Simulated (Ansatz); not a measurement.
Input file for Ansatz (an electronic-structure program):

Ansatz 0.2 input:
```yaml
crystal:
  lattice:
    - [1.4397299827, 0.8312284931, 4.9952352396]
    - [-1.4397299827, 0.8312284931, 4.9952352396]
    - [0.0, -1.6624569862, 4.9952352396]
  atoms:
    - { symbol: Mo, position: [0.2428627683, 0.2428627683, 0.2428627683] }
    - { symbol: Mo, position: [0.7571372317, 0.7571372317, 0.7571372317] }
    - { symbol: N, position: [0.0, 0.0, 0.0] }
kpoints:
  mp_grid: { grid: [12, 12, 12] }
  band_path:
    path:
      - [[0.0, 0.0, 0.0], [0.5, 0.5, 0.5], [0.8148730784, 0.1851269216, 0.5]]  # Γ-T-H_2
      - [[0.5, -0.1851269216, 0.1851269216], [0.5, 0.0, 0.0], [0.0, 0.0, 0.0], [0.3425634608, -0.3425634608, 0.0]]  # H_0-L-Γ-S_0
      - [[0.6574365392, 0.0, 0.3425634608], [0.5, 0.0, 0.5], [0.0, 0.0, 0.0]]  # S_2-F-Γ
    npoints: 10
hamiltonian:
  xc: r2scan
  pseudopotentials: { azcp: { folder: ./paw }, kind: paw_fr }
magnetization: { noncollinear: true, spin_orbit: true }
scf:
  n_extra_bands: 13
  convergence: { dr2_threshold: 0.0000000001 }
  occupations: { method: gaussian, width: 0.05 }
output: { eigenvalues: true }
```

Output (shortened):

```
basis.fft_grid_basis auto: the FFT boxes are laid along the combinations [[1, 0, -1], [0, 1, -1], [0, 0, 1]] of the cell's own vectors, 2.879, 2.879 and 5.265 …
Pseudopotential: Mo, paw, valence charge 14
Pseudopotential: N, paw, valence charge 5
Functional definition: r2SCAN
non-collinear run that drives no moment, with spin-orbit …
Crystal: 3 atoms, lattice volume = 35.868 Å³
Basis set: ecut = 500 eV, 889 PW (Γ), FFT grids on a1−a3, a2−a3, a3, exchange–correlation on 96×96×160 points (64 copies of the dense FFT grid, shifted against one another)
Bands: 46, of which v1, the nominal top of the filled ones, is band 33 counted from 1 (32 counted from 0)
Symmetry: 12 space group operations + 12 with time reversal
k-points: 189 of 1728
Projection manifold: j_resolved (fully-relativistic pseudo-atomic orbitals)
SCF iter   1: F=—  HF=-10310.820993 eV  |F-HF|=—  |Δ(HF+E_count)|=         —  Δρ=1.11e-1  dr2=5.75e0  dr2_τ=9.35e-2  dr2_m=0.00e0 (ungated)  ethr=3.10e-3  |M|=0.00e0 ∫|m|=0.00e0 μB  |m|>n=0.0e0 m-floor=0.0e0 τ_xc=0.0e0  β_m=0.30  ⟨swp⟩=6.7  Hψ=19594  notcnv=0  defer=38
preconditioner: auto → Kerker (q_TF=auto, 2.691 Å⁻¹)
spin=Noncollinear: Kerker preconditioning applied to the charge; magnetization (m_x, m_y, m_z) channels mix plain (no charge-response kernel on spin).
SCF iter   2: F=—  HF=-10309.970596 eV  |F-HF|=—  |Δ(HF+E_count)|=   8.50e-1  Δρ=7.41e-2  dr2=2.78e0  dr2_τ=1.59e-2  dr2_m=0.00e0 (ungated)  ethr=3.10e-3  |M|=0.00e0 ∫|m|=0.00e0 μB  |m|>n=0.0e0 m-floor=0.0e0 τ_xc=0.0e0  β_m=0.56  ⟨swp⟩=2.3  Hψ=7652  notcnv=0  defer=1174
SCF iter   3: F=—  HF=-10309.540250 eV  |F-HF|=—  |Δ(HF+E_count)|=   4.30e-1  Δρ=2.29e-2  dr2=4.62e-1  dr2_τ=3.40e-3  dr2_m=0.00e0 (ungated)  ethr=3.10e-3  |M|=0.00e0 ∫|m|=0.00e0 μB  |m|>n=0.0e0 m-floor=0.0e0 τ_xc=0.0e0  β_m=0.78  ⟨swp⟩=2.4  Hψ=7228  notcnv=0  defer=1174
SCF iter   4: F=—  HF=-10309.488284 eV  |F-HF|=—  |Δ(HF+E_count)|=   5.20e-2  Δρ=5.55e-3  dr2=1.85e-2  dr2_τ=3.05e-4  dr2_m=0.00e0 (ungated)  ethr=1.40e-3  |M|=0.00e0 ∫|m|=0.00e0 μB  |m|>n=0.0e0 m-floor=0.0e0 τ_xc=0.0e0  β_m=0.89  ⟨swp⟩=2.1  Hψ=6508  notcnv=0  defer=1166
SCF iter   5: F=—  HF=-10309.489029 eV  |F-HF|=—  |Δ(HF+E_count)|=   7.45e-4  Δρ=1.59e-3  dr2=2.30e-3  dr2_τ=1.21e-5  dr2_m=0.00e0 (ungated)  ethr=5.62e-5  |M|=0.00e0 ∫|m|=0.00e0 μB  |m|>n=0.0e0 m-floor=0.0e0 τ_xc=0.0e0  β_m=0.94  ⟨swp⟩=2.0  Hψ=6010  notcnv=0  defer=1166
SCF iter   6: F=—  HF=-10309.488868 eV  |F-HF|=—  |Δ(HF+E_count)|=   1.61e-4  Δρ=4.62e-4  dr2=4.74e-5  dr2_τ=1.89e-6  dr2_m=0.00e0 (ungated)  ethr=6.96e-6  |M|=0.00e0 ∫|m|=0.00e0 μB  |m|>n=0.0e0 m-floor=0.0e0 τ_xc=0.0e0  β_m=0.97  ⟨swp⟩=2.0  Hψ=5093  notcnv=0  defer=1166
SCF iter   7: F=—  HF=-10309.488894 eV  |F-HF|=—  |Δ(HF+E_count)|=   2.63e-5  Δρ=1.16e-4  dr2=4.35e-6  dr2_τ=9.57e-8  dr2_m=0.00e0 (ungated)  ethr=1.44e-7  |M|=0.00e0 ∫|m|=0.00e0 μB  |m|>n=0.0e0 m-floor=0.0e0 τ_xc=0.0e0  β_m=0.99  ⟨swp⟩=2.0  Hψ=5374  notcnv=0  defer=1166
SCF iter   8: F=—  HF=-10309.488896 eV  |F-HF|=—  |Δ(HF+E_count)|=   2.04e-6  Δρ=1.96e-5  dr2=8.44e-8  dr2_τ=1.35e-9  dr2_m=0.00e0 (ungated)  ethr=1.32e-8  |M|=0.00e0 ∫|m|=0.00e0 μB  |m|>n=0.0e0 m-floor=0.0e0 τ_xc=0.0e0  β_m=0.99  ⟨swp⟩=2.5  Hψ=6186  notcnv=0  defer=1166
SCF iter  11: F=-10309.488896 eV  HF=-10309.488896 eV  |F-HF|=3.64e-12  |Δ(HF+E_count)|=  1.53e-10  Δρ=1.69e-7  dr2=9.57e-12  dr2_τ=1.92e-13  dr2_m=0.00e0 (ungated)  ethr=1.00e-12  |M|=0.00e0 ∫|m|=0.00e0 μB  |m|>n=0.0e0 m-floor=0.0e0 τ_xc=0.0e0  ⟨swp⟩=8.4  Hψ=14117  notcnv=0
SCF 1 converged in 11 iterations: F = -10309.488896 eV  dr2 = 9.57e-12
NSCF: frozen V_eff on 73 k-points
SCF converged after 11 iterations
Magnetization: |M| = 0.0000 μB,  M = (+0.0000, +0.0000, +0.0000) μB
Absolute magnetization: 0.0000 μB (∫|m|)
  site 0: m = (+0.0000, +0.0000, +0.0000) μB, |m| = 0.0000 μB  (R = 0.88 Å)
  site 1: m = (+0.0000, +0.0000, +0.0000) μB, |m| = 0.0000 μB  (R = 0.88 Å)
  site 2: m = (+0.0000, +0.0000, +0.0000) μB, |m| = 0.0000 μB  (R = 0.88 Å)
Free energy (F): -10309.488896 eV
Harris-Foulkes:  -10309.488896 eV  (|F-HF|=3.64e-12)
Internal energy: -10309.486927 eV  (E = F + TS)
E sigma→0 (E₀):  -10309.487912 eV
Entropy (-TS):   -0.001969 eV (-0.656 meV/atom)
Fermi energy:    20.781553 eV
--- Per-component energies (eV) ---
  E_band       = -103.913209
  E_kinetic    = 972.675916
  E_local      = -1624.987423  (includes V_loc(G=0)·N_el)
  E_nonlocal   = 330.116594
  E_hartree    = 548.862619
  E_xc         = -400.739120
  E_vxc        = -573.791319  (∫ρ·V_xc dr)
  E_paw        = -6574.024096  (= ΣΔE_a)
  E_vpaw       = -342.679341  (= ΣTr[D̂ρ^β])
  E_aug_tail   = 0.000054  (compensation charges beyond the density's cutoff)
  E_vtau       = 37.027076  (kinetic-family band-sum trace: ∫τ·v_τ [+ j·A + Jᵃ·Aᵃ] dr)
  E_ewald      = -3560.919243
  E_core_change = -0.472228  (= ΣΔE_core)
  E_smearing   = -0.001969  (= −TS)
  E_closure    =  0.000000  (closes the sum)
  Σ components = -10309.488896   (vs F -10309.488896, Δ=0.00e0)
  [band-id]    e_kinetic+e_local+e_nonlocal+2·e_hartree+e_vxc+e_vpaw+e_augmentation_tail+e_vtau = -103.913206   (vs E_band -103.913209, Δ=3.23e-6)
--- Band table (eV; the first three rows and the last of 189) ---
  k-point 0: bands = ["-42.6912", "-42.6912", "-42.5341", "-42.5341", "-17.6598", "-17.6598", "-17.1986", "-17.1986", "-15.3794", "-15.3794", "-14.7403", "-14.7403", "-14.7066", "-14.7066", "-14.6231", "-14.6231", "2.9443", "2.9443", "12.7490", "12.7490", …
  k-point 1: bands = ["-42.6796", "-42.6796", "-42.5276", "-42.5276", "-17.6615", "-17.6615", "-17.2258", "-17.2258", "-15.3861", "-15.3861", "-14.7917", "-14.7917", "-14.7211", "-14.7211", "-14.6645", "-14.6645", "3.0159", "3.0159", "12.9033", "12.9033", …
  k-point 2: bands = ["-42.6473", "-42.6473", "-42.5102", "-42.5102", "-17.6697", "-17.6697", "-17.3031", "-17.3031", "-15.4041", "-15.4041", "-14.9062", "-14.9062", "-14.8343", "-14.8343", "-14.7173", "-14.7173", "3.2009", "3.2009", "13.2767", "13.2767", …
  k-point 188: bands = ["-42.6570", "-42.6570", "-42.5691", "-42.5691", "-17.4984", "-17.4984", "-17.3309", "-17.3309", "-15.1768", "-15.1768", "-14.9699", "-14.9699", "-14.7242", "-14.7242", "-14.6397", "-14.6397", "3.1409", "3.1409", "12.3763", "12.3763", …
```

Cost: about 2.9 core-minutes (a rough figure) on shared cores.

Space group R-3m. The workflow started from a Materials Project entry (that database holds measured and hypothetical structures alike); the Crystallography Open Database copy checked does not list it. COD files the formula under space group No. 141. Its standing as an ambient phase is unchecked. The r²SCAN relaxation kept the symmetry of its start; whether a distortion lowers the energy is not shown. No spin polarisation was allowed.

Potentials: the earlier of the program's two PAW sets. The files were generated under PBE; for other functionals the program regenerates the frozen cores, and for LDA and PBEsol the local potential too.

Ansatz is a plane-wave DFT program.
